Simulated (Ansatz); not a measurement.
Data:

NbSe₂I₂:
```
CELL_PARAMETERS angstrom
      3.49046     5.94427     0.00000
     -3.49046     5.94427     0.00000
     -2.23066     0.00000     6.80353
ATOMIC_POSITIONS crystal
  Nb 0.87778 0.87778 0.00000
  Nb 0.12222 0.12222 0.00000
  Se 0.88389 0.11611 0.68140
  Se 0.11611 0.88389 0.31860
  Se 0.67715 0.32285 0.87488
  Se 0.32285 0.67715 0.12512
  I  0.44635 0.96098 0.76193
  I  0.55365 0.03902 0.23807
  I  0.96098 0.44635 0.23807
  I  0.03902 0.55365 0.76193
```

This is the LDA-relaxed structure. Cartesian axes are those of the cell as given.

**Question.** All from LDA in the plane-wave PAW code Ansatz, unless another level is named. Give the band gap.

**Answer.** 0.74 eV (indirect).

**Question.** Next, the electron effective mass?

**Answer.** 0.51, 2.4, 2.6 mₑ (principal values).

**Question.** And the valence-band maximum?

**Answer.** on the M–A line, 48 % of the way from M (k = 0.260, 0.260, -0.500).

**Question.** Next, the conduction-band minimum?

**Answer.** off the standard path, at k = (0.458, -0.458, -0.234).

Space group C2/m. The first step of the workflow began from a Materials Project structure, measured or hypothetical; the Crystallography Open Database copy checked does not list it. Its standing as an ambient phase is unchecked. Symmetry was held in the LDA relaxation; its stability against distortions is not shown here. The run is not spin-polarised. A crystal of weakly bound layers computed without a dispersion correction: the cell and the soft elastic constants depend strongly on that. Spin–orbit coupling is left out wherever it is not named.

Potentials: the later of the program's two PAW sets.
